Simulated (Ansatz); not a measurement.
Data:

Relaxed WS$_{2}$ (2H-MoS2 type, space group P6_3/mmc):

```yaml
crystal:
  lattice:
    - [3.15429, 0.00000, 0.00000]
    - [-1.57715, 2.73170, 0.00000]
    - [0.00000, 0.00000, 12.14086]
  atoms:
    - { symbol: W, position: [0.33333, 0.66667, 0.25000] }
    - { symbol: W, position: [0.66667, 0.33333, 0.75000] }
    - { symbol: S, position: [0.33333, 0.66667, 0.62030] }
    - { symbol: S, position: [0.66667, 0.33333, 0.12030] }
    - { symbol: S, position: [0.66667, 0.33333, 0.37970] }
    - { symbol: S, position: [0.33333, 0.66667, 0.87970] }
```

In this cell atom 5 (S, nearest neighbour W at 2.408 Å; its periodic images, 3.2 Å or more away, move with it) is moved by s along Cartesian x, unit vector (1.000, 0.000, 0.000); all other atoms and the cell stay fixed.

Level of theory: PBE-D3(BJ) (plane waves to 420 eV, PAW, scalar-relativistic; Ansatz, a quantum-chemistry and plane-wave program). k mesh 10×10×3 (Γ-centred), Fermi-Dirac smearing 0.05 eV. Energies are smeared free energies. Spin-orbit coupling is left out, though W is heavy. The PAW data are Ansatz's earlier set. WS2 is run without spin polarisation. WS2 was relaxed with its symmetry unable to fall. ΔE is measured from the undisplaced structure.

The scan covers s from -0.240 to 0.240 Å in 11 points.

Is this a single well or a double well?

A single well with its minimum at or next to zero displacement.

Is the energy the same for equal positive and negative displacements?

Even: the same for both signs. With its periodic images moving along, the atom's site symmetry in this cell is 3m..

What is the force constant k = d²E/ds² of this move at s = 0?

10.4 eV/Å².

(A displaced cell: forces are minus the slopes of the energy, force constants its curvatures, and phonons follow from these.)
